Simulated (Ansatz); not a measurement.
ZnO:
```cif
data_O4Zn4
_chemical_formula_sum 'Zn4 O4'
_space_group_name_H-M_alt 'P63mc'
_space_group_IT_number 186
_space_group_name_Hall 'P 6c -2c'
_cell_length_a 3.27180
_cell_length_b 3.27180
_cell_length_c 10.62974
_cell_angle_alpha 90.000
_cell_angle_beta 90.000
_cell_angle_gamma 120.000
loop_
_atom_site_label
_atom_site_type_symbol
_atom_site_symmetry_multiplicity
_atom_site_Wyckoff_symbol
_atom_site_fract_x
_atom_site_fract_y
_atom_site_fract_z
_atom_site_occupancy
Zn1 Zn 2 a 0.00000 0.00000 0.00072 1
Zn2 Zn 2 b 0.33333 0.66667 0.25051 1
O1 O 2 a 0.00000 0.00000 0.31208 1
O2 O 2 b 0.33333 0.66667 0.06232 1
```

Relaxed with PBE.

**Question.** Give the optical modes at the zone centre with their infrared and Raman activity from DFPT, DFT-PBE in the program Ansatz with PAW potentials.

**Answer.** Transverse frequencies, without the LO–TO term; a row sums one degenerate level.

```tsv
ω (cm⁻¹)	degeneracy	IR ((D/Å)²/amu)	Raman (Å⁴/amu)	activity	symmetry
66	2	0.00	1.4	Raman	E2
68	2	0.00	2.1	Raman	E2
88	2	0.00	0	silent	E1
176	1	0.00	0	silent	B1
177	1	0.00	0	silent	B1
247	1	0.02	1.2	IR+Raman	A1
351	1	33.94	13	IR+Raman	A1
360	2	66.17	3.4	IR+Raman	E1
376	2	0.00	0.49	Raman	E2
380	2	0.00	14	Raman	E2
394	2	0.12	0	IR	E1
513	1	0.01	0	silent	A1
515	1	0.00	0	silent	B1
520	1	0.00	0	silent	B1
```

**Question.** How high does the top mode go among those that the LO–TO term moves?

**Answer.** 513 cm⁻¹ for q along x, 513 cm⁻¹ for q along y, 514 cm⁻¹ for q along z.

Space group P6_3mc. The cell is a constructed one: a structure type filled with these elements. Its sites differ from those of the usual phase in this space group: another stacking or structure type. The cell was relaxed with PBE under the symmetry of its start; whether a distortion lowers the energy is not shown.

Potentials: the later of the program's two PAW sets.
